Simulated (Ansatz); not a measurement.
**Kick test of a cell of Ir2Rh3**

The cell was found from a structure generator's guess, not taken from experiment.

Computed with DFT PBE, scalar-relativistic, plane waves, PAW in Ansatz. Plane waves to 420 eV, a k mesh through Γ of 18×18×2 on the computed 10-atom cell and Gaussian smearing (0.10 eV); no spin polarisation.

The cell below (10 atoms, space group P-3m1 (No. 164)) is relaxed within its symmetry.

```cif
data_structure
_symmetry_space_group_name_H-M 'P 1'
_symmetry_Int_Tables_number 1
_cell_length_a 2.7362
_cell_length_b 2.7362
_cell_length_c 22.0460
_cell_angle_alpha 90.000
_cell_angle_beta 90.000
_cell_angle_gamma 120.000
_cell_volume 142.94
loop_
_atom_site_label
_atom_site_type_symbol
_atom_site_fract_x
_atom_site_fract_y
_atom_site_fract_z
_atom_site_occupancy
Ir1 Ir 0.33333 0.66667 0.94927 1
Ir2 Ir 0.33333 0.66667 0.15145 1
Ir3 Ir 0.66667 0.33333 0.84855 1
Ir4 Ir 0.66667 0.33333 0.05073 1
Rh1 Rh 0.33333 0.66667 0.74852 1
Rh2 Rh 0.33333 0.66667 0.35130 1
Rh3 Rh 0.33333 0.66667 0.54960 1
Rh4 Rh 0.66667 0.33333 0.25148 1
Rh5 Rh 0.66667 0.33333 0.45040 1
Rh6 Rh 0.66667 0.33333 0.64870 1
```

For the test it was strained at random (σ = 1.5 % a component), the atoms were moved at random (σ = 0.05 Å), and all was relaxed again on a coarse 12×12×1 mesh (in the run’s order of axes) with 0.20 eV smearing, with no symmetry imposed.

Spin–orbit coupling, which can matter for Ir, is left out.

Q: Does it come back?

A: It returns, within 1 meV/atom of the unmoved cell on that mesh and with the same symmetry when read at 0.1 Å. No instability shows in this cell; modes of other wave vectors, which need another repeat, aren't tested.
